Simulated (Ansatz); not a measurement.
PbF$_{2}$:
```cif
data_F8Pb4
_chemical_formula_sum 'Pb4 F8'
_space_group_name_H-M_alt 'P 1'
_space_group_IT_number 1
_cell_length_a 6.39418
_cell_length_b 3.87537
_cell_length_c 7.64987
_cell_angle_alpha 90.000
_cell_angle_beta 90.000
_cell_angle_gamma 90.000
loop_
_space_group_symop_operation_xyz
  'x, y, z'
loop_
_atom_site_label
_atom_site_type_symbol
_atom_site_fract_x
_atom_site_fract_y
_atom_site_fract_z
_atom_site_occupancy
Pb1 Pb 0.25484 0.25000 0.89407 1
Pb2 Pb 0.74516 0.75000 0.10593 1
Pb3 Pb 0.24516 0.75000 0.39407 1
Pb4 Pb 0.75484 0.25000 0.60593 1
F1 F 0.47067 0.25000 0.15441 1
F2 F 0.52933 0.75000 0.84559 1
F3 F 0.02933 0.75000 0.65441 1
F4 F 0.97067 0.25000 0.34559 1
F5 F 0.64042 0.75000 0.43685 1
F6 F 0.35958 0.25000 0.56315 1
F7 F 0.85958 0.25000 0.93685 1
F8 F 0.14042 0.75000 0.06315 1
```

Relaxed with r²SCAN+D4. 

**Question.** HSE06 on this cell (Ansatz, an electronic-structure program, PAW) gives a gap of 5.54 eV. What does r²SCAN+D4 give?

**Answer.** 4.74 eV.

Cost on shared cores: the r²SCAN+D4 run (SCF on a 5×7×4 mesh, then bands and DOS) roughly 7 core-minutes, the HSE06 run (SCF on 3×4×2, then a few points) very roughly 4 core-minutes; the tasks are unlike.

Space group Pnma. The workflow started from a Materials Project entry (that database holds measured and hypothetical structures alike); the Crystallography Open Database files this formula in space group No. 62, but the cells were not matched. Whether it is the stable phase at ambient conditions was not checked. Symmetry was held in the r²SCAN+D4 relaxation; whether a distortion lowers the energy is not shown. Spin–orbit coupling is left out wherever it is not named.

Potentials: the later of the program's two PAW sets.

Ansatz is a plane-wave DFT program.
